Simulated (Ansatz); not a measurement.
Polymorphs of Cu, each relaxed with PBEsol in the plane-wave PAW code Ansatz:

A: body-centred tetragonal (I4/mmm)
a = 2.8922 Å, b = 2.8922 Å, c = 2.7165 Å, α = 90.00°, β = 90.00°, γ = 90.00°

```csv
atom,site,symmetry,x,y,z
Cu,2a,4/mmm,0.0000,0.0000,0.0000
```

B: diamond (Fd-3m)
a = b = c = 5.232 Å, α = β = γ = 90.00°

| atom | site | symmetry | x | y | z |
|---|---|---|---|---|---|
| Cu | 8b | -43m | 0.5000 | 0.5000 | 0.5000 |

C: simple cubic (Pm-3m)
a = 2.360 Å, b = 2.360 Å, c = 2.360 Å, α = 90.00°, β = 90.00°, γ = 90.00°

```csv
atom,site,symmetry,x,y,z
Cu,1a,m-3m,0.0000,0.0000,0.0000
```

Problem. Rank these by energy per atom at 0 K (lowest first), as PBEsol gives it.

Solution. A (+0 meV/atom), C (+492 meV/atom), B (+1161 meV/atom)

Typed or built starts, not in the databases checked: B; C. Not the usual ambient phase: A; B; C. Unstable at this level: A; B; C. All cells were relaxed under the symmetry of their starts (and spin orders); stability against distortions was not tested throughout. Rows with no word on spin ran without spin polarisation.

Energies hold the estimated change up to a 700 eV cutoff; steps of a few meV lie near the error of the meshes.

Potentials: the later of the program's two PAW sets.
